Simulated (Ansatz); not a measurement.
V₃Si:
```xyz
8
Lattice="4.6489 0.0000 0.0000 0.0000 4.6489 0.0000 0.0000 0.0000 4.6489" Properties=species:S:1:pos:R:3 pbc="T T T"
Si     0.0000     0.0000     0.0000
Si     2.3245     2.3245     2.3245
V      1.1622     0.0000     2.3245
V      2.3245     3.4867     0.0000
V      3.4867     0.0000     2.3245
V      2.3245     1.1622     0.0000
V      0.0000     2.3245     3.4867
V      0.0000     2.3245     1.1622
```

Relaxed with PBEsol. Special points in fractions of this cell's reciprocal vectors: Γ (0.000, 0.000, 0.000); X (0.000, 0.500, 0.000); M (0.500, 0.500, 0.000); R (0.500, 0.500, 0.500).

List the band energies nearest the Fermi level at these points for DFT-PBEsol in the program Ansatz with PAW potentials.

In eV from the Fermi level; about four levels below and three above (degenerate sets whole), none deeper than 8.9 eV; points with the same levels are listed once.

```
k                          below                          above
-  -----------------------------  -----------------------------
Γ  -0.62 -0.62 -0.62 -0.01 -0.01                 2.10 2.10 2.10
X        -0.71 -0.71 -0.42 -0.42            1.32 1.32 1.95 1.95
M        -1.47 -0.72 -0.08 -0.08                 0.06 0.40 0.40
R        -0.08 -0.08 -0.08 -0.08  0.09 0.09 0.09 0.09 0.09 0.09
```

Space group Pm-3n (A15 (Cr3Si type)). The cell was relaxed with PBEsol under the symmetry of its start. The workflow began spin-polarised and lost its moments.

Potentials: the later of the program's two PAW sets.
